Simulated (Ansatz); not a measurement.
ZnO with arsenic replacing O: gradients before and after relaxing the atoms

Start: a supercell of ZnO (wurtzite type, P6_3mc) built from a COD entry, with all atoms left at the host's positions.

Space group P3m1 (No. 156); a = 6.4986, c = 10.4114 Å, γ = 120.00°.

| site | Wyckoff | site symmetry | x | y | z |
| --- | --- | --- | --- | --- | --- |
| Zn1 | 3d | .m. | 0.8333 | 0.1667 | 0.2500 |
| Zn2 | 3d | .m. | 0.8333 | 0.1667 | 0.7500 |
| Zn7 | 1b | 3m. | 0.3333 | 0.6667 | 0.2500 |
| Zn8 | 1b | 3m. | 0.3333 | 0.6667 | 0.7500 |
| Zn9 | 1a | 3m. | 0.0000 | 0.0000 | 0.0000 |
| Zn10 | 1a | 3m. | 0.0000 | 0.0000 | 0.5000 |
| Zn11 | 3d | .m. | 0.0000 | 0.5000 | 0.0000 |
| Zn12 | 3d | .m. | 0.0000 | 0.5000 | 0.5000 |
| As | 1a | 3m. | 0.0000 | 0.0000 | 0.1895 |
| O18 | 1a | 3m. | 0.0000 | 0.0000 | 0.6895 |
| O19 | 3d | .m. | 0.0000 | 0.5000 | 0.1895 |
| O20 | 3d | .m. | 0.0000 | 0.5000 | 0.6895 |
| O25 | 3d | .m. | 0.8333 | 0.1667 | 0.4395 |
| O26 | 3d | .m. | 0.8333 | 0.1667 | 0.9395 |
| O31 | 1b | 3m. | 0.3333 | 0.6667 | 0.4395 |
| O32 | 1b | 3m. | 0.3333 | 0.6667 | 0.9395 |

One atom of each set is listed.

Level of theory: DFT, PBE, plane waves and PAW, scalar-relativistic, 420 eV cutoff, Γ-centred 3×3×2 k-points, Fermi–Dirac smearing 0.01 eV, cell charge -1 (Ansatz 0.2.0).

The largest force at the start is 6.1 eV/Å. Relaxing the ions at fixed cell moves them by 0.421 Å at most (atom 9, Zn) and 0.146 Å rms.

| site | moved (Å) | first shell before | first shell after | V_zz before (10²¹ V/m²) | η before |
| --- | --- | --- | --- | --- | --- |
| Zn1 | 0.229 | 3 O at 1.97–1.98 Å, 1 As at 1.98 Å | 3 O at 1.95–1.98 Å, 1 As at 2.23 Å | -5.88 | 0.22 |
| Zn2 | 0.120 | 4 O at 1.97–1.98 Å | 4 O at 1.94–1.98 Å | -0.57 | 0.07 |
| Zn8 | 0.148 | 4 O at 1.97–1.98 Å | 4 O at 1.95–1.96 Å | -0.11 | 0.00 |
| Zn9 | 0.421 | 1 As at 1.97 Å, 3 O at 1.98 Å | 3 O at 1.99 Å, 1 As at 2.27 Å | -6.01 | 0.00 |
| Zn10 | 0.096 | 4 O at 1.97–1.98 Å | 4 O at 1.97–2.04 Å | 0.27 | 0.00 |
| Zn11 | 0.058 | 4 O at 1.97–1.98 Å | 4 O at 1.97–2.00 Å | -0.34 | 0.69 |
| Zn12 | 0.080 | 4 O at 1.97–1.98 Å | 4 O at 1.95 Å | 0.53 | 0.41 |
| As | 0.127 | 4 Zn at 1.97–1.98 Å | 4 Zn at 2.23–2.27 Å | 1.35 | 0.00 |
| O19 | 0.030 | 4 Zn at 1.97–1.98 Å | 4 Zn at 1.95–1.97 Å | -2.77 | 0.22 |
| O20 | 0.068 | 4 Zn at 1.97–1.98 Å | 4 Zn at 1.95–1.96 Å | -0.51 | 0.14 |
| O26 | 0.167 | 4 Zn at 1.97–1.98 Å | 4 Zn at 1.94–1.99 Å | -1.41 | 0.07 |

(1) What are V_zz and η after the relaxation?

Answers

(1) 

| site | V_zz after | η after | change of V_zz |
| --- | --- | --- | --- |
| Zn1 | 1.00 | 0.05 | – |
| Zn2 | 1.63 | 0.39 | – |
| Zn8 | -1.91 | 0.00 | -1.80 |
| Zn9 | 1.37 | 0.00 | +7.38 |
| Zn10 | 3.15 | 0.00 | +2.88 |
| Zn11 | -2.15 | 0.34 | -1.81 |
| Zn12 | -1.31 | 0.25 | – |
| As | 4.48 | 0.00 | +3.13 |
| O19 | -4.72 | 0.59 | -1.95 |
| O20 | -1.11 | 0.61 | -0.60 |
| O26 | -2.93 | 0.94 | -1.52 |

The largest change of V_zz along a kept axis is on Zn9, from -6.01 to 1.37. Small gradients that grow severalfold: Zn11 (-0.34 to -2.15), Zn10 (0.27 to 3.15), Zn8 (-0.11 to -1.91). In per cent, |V_zz| changes by +70 on O (all sites that start above 2, bar those whose gradient vanishes or changes sign or whose main axis turns by over 40°). Where |V_zz| stays above 0.1 and the axes keep their order, η moves most on O26, from 0.07 to 0.94. V_zz changes sign on Zn9 (same axis), O32 (same axis) (not all in the table). On Zn1, Zn2, Zn12 the largest principal value lies along another axis in the second run, so the two V_zz can't be compared directly. The table leaves out 5 of the 16 sites, with |V_zz| up to 3.52; their tensors move by 2.84 at most along any direction. The statements above cover all sites. The host's own positions weren't relaxed first, so part of the change far from the defect can be the host's relaxation.

The run isn't spin-polarised, and a state with spin may lie lower. The defect repeats with the cell of 32 atoms, so it feels its images: sites between two images don't show the values beside a lone defect, and zeros or small values of η there can come from the images' arrangement. O and Zn carry a gradient in the pure host already, so the values there aren't the defect's effect alone. A uniform background compensates the cell's charge. The defect cell has no gap above 0.1 eV on its mesh, so the values can hang on the smearing and the k-mesh.
Before: The cell keeps the host's lattice, where the PBE pressure is 15 GPa (in a charged cell this depends on the convention for the mean potential). The neighbours have not yet relaxed around the defect (largest force 6.1 eV/Å), so the values at and beside it are those of a strained start, not of the defect in a real crystal.
After: The relaxation keeps the site symmetry 3m of the start, so the impurity can move only along its axis; a distortion that would localise the partly filled state isn't explored. The cell keeps the host's lattice, where the PBE pressure is 11 GPa (in a charged cell this depends on the convention for the mean potential).
